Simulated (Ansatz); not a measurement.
Cu (fcc (Cu type), Fm-3m) at seven volumes, LDA in the plane-wave PAW code Ansatz, scaled uniformly. One row is withheld.

```tsv
V (Å³/atom)	P (GPa)
9.908	22.50
10.235	?
10.562	6.20
10.888	0.00
11.215	-5.19
11.541	-9.51
11.868	-13.11
```

Q: Fit the shown pressures and predict the withheld one.

A: P = (3/2)B₀(x^(7/2) − x^(5/2))[1 + (3/4)(B′ − 4)(x − 1)] with x = (V₀/V)^(2/3). Least squares on the six rows gives V₀ = 10.888 Å³/atom, B₀ = 189 GPa, B′ = 4.97. At V = 10.235, x = 1.0421 and P = 13.63 GPa. The run itself gave 13.62 GPa.

The cell was relaxed with LDA under the symmetry of its start. The run is not spin-polarised.

Potentials: the later of the program's two PAW sets.
